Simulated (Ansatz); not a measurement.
ZnCu:
```cif
data_CuZn
_chemical_formula_sum 'Cu1 Zn1'
_space_group_name_H-M_alt 'P 1'
_space_group_IT_number 1
_cell_length_a 2.96336
_cell_length_b 2.96336
_cell_length_c 2.96336
_cell_angle_alpha 90.000
_cell_angle_beta 90.000
_cell_angle_gamma 90.000
loop_
_space_group_symop_operation_xyz
  'x, y, z'
loop_
_atom_site_label
_atom_site_type_symbol
_atom_site_fract_x
_atom_site_fract_y
_atom_site_fract_z
_atom_site_occupancy
Cu1 Cu 0.00000 0.00000 0.00000 1
Zn1 Zn 0.50000 0.50000 0.50000 1
```

Relaxed with PBE.

### Question
Decompose the optical modes at the zone centre into irreducible representations, and say which are infrared and Raman allowed.

### Answer
Point group m-3m: Γ_opt = T1u. Infrared: T1u. Raman: none.

### Question
Assign frequencies (DFPT, DFT-PBE in the program Ansatz with PAW potentials).

### Answer
T1u 194 cm⁻¹.

Space group Pm-3m (CsCl type). The PBE relaxation kept the symmetry of its start; phonons on a q-mesh show no instability. The run is not spin-polarised. As this level gives no gap, phonon frequencies hold no LO–TO term and depend on the k-mesh and smearing (Fermi–Dirac, 0.1 eV here).

Potentials: the later of the program's two PAW sets.
